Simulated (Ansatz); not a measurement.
Sheets of one type (MA2Z4 (prismatic core, outer Z over the empty site)-type), the program Ansatz at the PBE level (PAW); HSE06 gaps on those cells.

```tsv
layer	a (Å)	thickness (Å)
WAs4Si2	…	…
WP4Si2	3.478	9.37
NbAs4Si2	3.682	9.96
MoAs4Si2	3.618	9.93
VAs4Si2	3.642	9.81
```

Question: Complete the blanks.

Answer: 
- WAs4Si2, a (Å): 3.623
- WAs4Si2, thickness (Å): 9.92

Spin orders computed, not proven ground states: VAs4Si2, MA2Z4 (prismatic core, outer Z over the empty site)-type layer ferromagnetic. Began spin-polarised and lost the moments: NbAs4Si2, MA2Z4 (prismatic core, outer Z over the empty site)-type layer. All cells were relaxed under the symmetry of their starts (and spin orders); stability against distortions was not tested throughout. Rows with no word on spin ran without spin polarisation. Spin–orbit coupling is left out wherever it is not named. Constructed layers (a layer type filled with these elements): WAs4Si2, MA2Z4 (prismatic core, outer Z over the empty site)-type layer; WP4Si2, MA2Z4 (prismatic core, outer Z over the empty site)-type layer; NbAs4Si2, MA2Z4 (prismatic core, outer Z over the empty site)-type layer; MoAs4Si2, MA2Z4 (prismatic core, outer Z over the empty site)-type layer; VAs4Si2, MA2Z4 (prismatic core, outer Z over the empty site)-type layer.

Potentials: the later of the program's two PAW sets.
